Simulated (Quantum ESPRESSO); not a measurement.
Parts of the isotropic shielding in SrTe, by PBE GIPAW (a modified build of Quantum ESPRESSO, JTH PAW datasets), 20 Ha, k-mesh 7×7×7 shifted:

```xyz
2
Lattice="0.0000 3.3558 3.3558 3.3558 0.0000 3.3558 3.3558 3.3558 0.0000" Properties=species:S:1:pos:R:3 pbc="T T T"
Sr     0.0000     0.0000     0.0000
Te     3.3558     3.3558     3.3558
```
The geometry is a computed Materials Project entry, not a measured one. It is SrTe in Fm-3m; whether this form has been observed was not checked. Stability against distortions was not tested.

The core term is that of the free atom's frozen core; the paramagnetic column sums the reconstruction terms. Shieldings are absolute and leave out the bulk-susceptibility term; a larger σ means a smaller chemical shift. By our sweeps, such settings leave a few ppm in absolute σ on light atoms and up to some 20 ppm from Zn on. Spin–orbit coupling is left out; its weight grows with the heaviest atom, Te here. The datasets of Te hold no d projectors, which limits absolute σ on these atoms.

```tsv
site	core	bare (smooth current)	diamagnetic correction	paramagnetic corrections	σ_iso (ppm)
Sr (atom 1)	3441.1	81.8	-5.9	___	___
Te (atom 2)	5554.2	32.2	-3.3	___	___
```

Some entries are withheld; supply them.


- Sr (atom 1), paramagnetic corrections: -859.6
- Sr (atom 1), σ_iso (ppm): 2657.3
- Te (atom 2), paramagnetic corrections: -2579.8
- Te (atom 2), σ_iso (ppm): 3003.3
